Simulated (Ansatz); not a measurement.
Consider the following.

SnO2:
```cif
data_O4Sn2
_chemical_formula_sum 'Sn2 O4'
_space_group_name_H-M_alt 'P42/mnm'
_space_group_IT_number 136
_space_group_name_Hall '-P 4n 2n'
_cell_length_a 4.72016
_cell_length_b 4.72016
_cell_length_c 3.18872
_cell_angle_alpha 90.000
_cell_angle_beta 90.000
_cell_angle_gamma 90.000
loop_
_atom_site_label
_atom_site_type_symbol
_atom_site_symmetry_multiplicity
_atom_site_Wyckoff_symbol
_atom_site_fract_x
_atom_site_fract_y
_atom_site_fract_z
_atom_site_occupancy
Sn1 Sn 2 a 0.00000 0.00000 0.00000 1
O1 O 4 f 0.30607 0.30607 0.00000 1
```

This is the LDA-relaxed structure.

Task: All from plane-wave PAW LDA (Ansatz code), unless another level is named. Predict the band gap.

Result: 1.18 eV (direct).

Task: Predict the hole effective mass.

Result: 1.2, 1.2, 1.7 mₑ (principal values).

Task: Give the electron effective mass.

Result: 0.18, 0.21, 0.21 mₑ (principal values).

Task: Give the valence-band maximum.

Result: at Γ.

Task: Give the weight of the conduction-edge state by species (Voronoi cells).

Result: O 53 %, Sn 47 %.

Space group P4_2/mnm (rutile). The cell was relaxed with LDA under the symmetry of its start; phonons on a q-mesh show no instability. Spin–orbit coupling is left out wherever it is not named.

Potentials: the earlier of the program's two PAW sets.
